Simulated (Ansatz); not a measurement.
AlIr:
```xyz
2
Lattice="0.0000 2.5247 2.5247 2.5247 0.0000 2.5247 2.5247 2.5247 0.0000" Properties=species:S:1:pos:R:3 pbc="T T T"
Ir     0.0000     0.0000     0.0000
Al     2.5247     2.5247     2.5247
```

Relaxed with PBE.

Question: Which orbitals make up the states near the Fermi level in PBE in the plane-wave PAW code Ansatz?

Answer: Within 0.5 eV of the Fermi level: Ir 5d 71 %, Ir 6s 14 %, Al 3p 11 %. Projections are on Löwdin-orthogonalised atomic valence shells; empty p or d shells of many metals are not among them.

Question: Tabulate the density of states.

Answer: States/eV per cell of 2 atoms, in 0.25 eV bins, energy from the Fermi level.

```
E (eV)  total  Ir 5d  Al 3p  Al 3s
------  -----  -----  -----  -----
-7.85    0.28   0.01   0.09   0.09
-7.60    0.31   0.01   0.10   0.10
-7.35    0.34   0.02   0.12   0.11
-7.10    0.39   0.03   0.13   0.12
-6.85    0.44   0.05   0.15   0.14
-6.60    0.51   0.08   0.16   0.16
-6.35    0.69   0.16   0.18   0.22
-6.10    0.87   0.27   0.19   0.28
-5.85    0.94   0.32   0.21   0.29
-5.60    0.99   0.39   0.18   0.33
-5.35    1.13   0.50   0.13   0.44
-5.10    0.04   0.01   0.01   0.01
-4.85    0.35   0.13   0.06   0.14
-4.60    0.76   0.29   0.18   0.22
-4.35    0.98   0.46   0.26   0.17
-4.10    1.14   0.62   0.30   0.15
-3.85    1.41   0.87   0.34   0.13
-3.60    1.80   1.33   0.31   0.09
-3.35    3.31   2.33   0.83   0.06
-3.10    4.90   3.52   1.21   0.08
-2.85    3.13   2.52   0.55   0.01
-2.60    3.04   2.50   0.48   0.01
-2.35    1.72   1.49   0.19   0.01
-2.10    1.26   1.14   0.10   0.00
-1.85    1.21   1.13   0.05   0.00
-1.60    1.26   1.20   0.04   0.00
-1.35    1.33   1.27   0.04   0.01
-1.10    1.71   1.62   0.05   0.01
-0.85    3.06   2.88   0.09   0.02
-0.60    3.46   3.04   0.17   0.04
-0.35    3.25   2.58   0.24   0.06
-0.10    0.95   0.63   0.10   0.01
0.15     0.73   0.43   0.12   0.03
0.40     1.09   0.57   0.24   0.07
0.65     0.96   0.44   0.25   0.09
0.90     0.91   0.37   0.26   0.11
1.15     0.82   0.29   0.23   0.13
1.40     0.58   0.17   0.13   0.13
1.65     0.48   0.12   0.16   0.09
1.90     0.65   0.17   0.25   0.11
2.15     0.82   0.19   0.39   0.12
2.40     0.73   0.16   0.36   0.10
2.65     0.73   0.15   0.37   0.10
2.90     0.75   0.15   0.39   0.10
3.15     0.83   0.17   0.41   0.13
3.40     0.87   0.18   0.43   0.14
3.65     0.86   0.17   0.44   0.13
3.90     0.85   0.16   0.45   0.12
4.15     0.84   0.15   0.45   0.11
4.40     0.83   0.14   0.45   0.10
4.65     0.81   0.12   0.45   0.09
```

Space group Fm-3m (rock salt). The start of the workflow was typed in or built on a structure type; neither database checked (COD, Materials Project) lists it. Its standing as an ambient phase is unchecked. The PBE relaxation kept the symmetry of its start; its stability against distortions is not shown here. The run is not spin-polarised. Spin–orbit coupling is left out wherever it is not named.

Potentials: the earlier of the program's two PAW sets.
